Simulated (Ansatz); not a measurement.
## Sr₄O: stable or not

The structure comes from a generated guess, relaxed at this level; another structure or a mixture of phases may lie lower.

Method: DFT PBE, scalar-relativistic, plane waves, PAW (Ansatz). The final run on the 5-atom cell used 420 eV, a Γ-centred 6×6×6 mesh, 0.10 eV smearing and no spin polarisation.

```cif
data_structure
_symmetry_space_group_name_H-M 'P 1'
_symmetry_Int_Tables_number 1
_cell_length_a 6.1138
_cell_length_b 6.1138
_cell_length_c 6.1138
_cell_angle_alpha 90.000
_cell_angle_beta 90.000
_cell_angle_gamma 90.000
_cell_volume 228.53
loop_
_atom_site_label
_atom_site_type_symbol
_atom_site_fract_x
_atom_site_fract_y
_atom_site_fract_z
_atom_site_occupancy
Sr1 Sr 0.22434 0.22434 0.22434 1
Sr2 Sr 0.77566 0.77566 0.22434 1
Sr3 Sr 0.77566 0.22434 0.77566 1
Sr4 Sr 0.22434 0.77566 0.77566 1
O1 O 0.00000 0.00000 0.00000 1
```

The zero of energy is the elements' standard structures at the same level (O₂ as a molecule); no fitted shifts are applied.

Task: These tests were run: energy against the elements; phonons at Γ. What do they show?

Result:

```
                       test                       result
energy against the elements                −1.03 eV/atom
               phonons at Γ  lowest optical mode 75 cm⁻¹
```

It fails none of these tests. Whether a mixture of other phases lies lower isn't tested here. Phonons away from Γ weren't computed.

The run for the phonons used a 6×6×6 k mesh and Fermi–Dirac smearing of 0.15 eV.
